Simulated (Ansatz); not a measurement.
MoS2 (space group P6_3/mmc)

```xyz
6
Lattice="3.1277 0.0000 0.0000 -1.5639 2.7087 0.0000 0.0000 0.0000 12.1991" Properties=species:S:1:pos:R:3 pbc="T T T"
Mo     0.0000     0.0000     3.0498
Mo     0.0000     0.0000     9.1493
S      0.0000     1.8058     4.6007
S      1.5639     0.9029     7.5984
S      1.5639     0.9029    10.7003
S      0.0000     1.8058     1.4988
```

A phonon eigenvector at Γ is frozen into this cell: atom i moves by Q times the vector below, so Q is the largest atomic displacement, in Å. The cell is held. It is one choice among 2 degenerate patterns.

```
atom      x       y      z
----  -----  ------  -----
Mo1   0.000  -1.000  0.000
Mo2   0.000   1.000  0.000
S3    0.000  -0.991  0.000
S4    0.000   0.991  0.000
S5    0.000   0.991  0.000
S6    0.000  -0.991  0.000
```

These are LDA (plane waves to 420 eV, PAW, scalar-relativistic; Ansatz, an electronic-structure program) values and carry that method's errors. k mesh 12×12×3 (Γ-centred), Fermi-Dirac smearing 0.05 eV. Energies are smeared free energies. MoS2 is run without spin polarisation. MoS2 was relaxed with its symmetry unable to fall. ΔE is measured from the undisplaced structure.

Successive frames, forces in eV/Å:

| frame | ΔE (meV/cell) | F on Mo1 | F on Mo2 | F on S3 | F on S4 | F on S5 | F on S6 |
|---|---|---|---|---|---|---|---|
| Q = -0.047 Å | 0.9 | (0.000, -0.011, 0.000) | (0.000, 0.011, 0.000) | (0.000, -0.004, -0.001) | (0.000, 0.004, 0.001) | (0.000, 0.004, -0.001) | (0.000, -0.004, 0.001) |
| Q = 0.000 Å | 0.0 | (0.000, 0.000, 0.000) | (0.000, 0.000, 0.000) | (0.000, 0.000, 0.000) | (0.000, 0.000, 0.000) | (0.000, 0.000, 0.000) | (0.000, 0.000, 0.000) |
| Q = 0.047 Å | 0.7 | (0.000, 0.010, 0.000) | (0.000, -0.010, 0.000) | (0.000, 0.002, -0.001) | (0.000, -0.002, 0.001) | (0.000, -0.002, -0.001) | (0.000, 0.002, 0.001) |

Question: What are the energy and the forces in the next frame, Q = 0.093 Å?

Answer: ΔE (meV/cell) = 2.5.

```csv
atom,Fx,Fy,Fz
Mo1,0.000,0.018,0.000
Mo2,0.000,-0.018,0.000
S3,0.000,0.003,-0.004
S4,0.000,-0.003,0.004
S5,0.000,-0.003,-0.004
S6,0.000,0.003,0.004
```

(A displaced cell: forces are minus the slopes of the energy, force constants its curvatures, and phonons follow from these.)
